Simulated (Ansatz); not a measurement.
A geometry of Nb away from equilibrium: step 2 of the relaxation of a relaxed Nb cell, doubled along one cell vector, shaken by Gaussian noise of σ = 0.08 Å a coordinate. All values below come from r2SCAN (plane waves to 500 eV, PAW, scalar-relativistic; Ansatz, a first-principles code). Γ-centred k-mesh 13×7×6 on the run's cell (coarser than for final values), Fermi–Dirac smearing 0.05 eV.

```yaml
crystal:
  lattice:
    - [2.87455, -0.01110, -0.01474]
    - [-2.89377, 4.95017, 0.04413]
    - [-0.02706, 0.03113, 5.20298]
  atoms:
    - { symbol: Nb, position: [0.37937, 0.32405, 0.74258] }
    - { symbol: Nb, position: [0.29887, 0.82432, 0.74688] }
    - { symbol: Nb, position: [0.68362, 0.18746, 0.28232] }
    - { symbol: Nb, position: [0.62815, 0.67952, 0.25635] }
```

### Question
Give the Cartesian forces on all atoms (eV/Å).

### Answer
| atom | Fx | Fy | Fz |
|---|---|---|---|
| Nb1 | -0.09 | 0.05 | 1.71 |
| Nb2 | 0.11 | -0.21 | 0.96 |
| Nb3 | 0.00 | -0.26 | -1.79 |
| Nb4 | -0.01 | 0.41 | -0.87 |

### Question
What is the pressure?

### Answer
+2.1 GPa, compression positive.

No spin polarisation in the result.

Of the parent cell (P6₃/mmc (No. 194)): it is a generated cell of Nb: the first start was made by a random draw of sites in a space group, and the end was not matched to a known phase here, so it may be hypothetical. Known forms of Nb include space group No. 229.
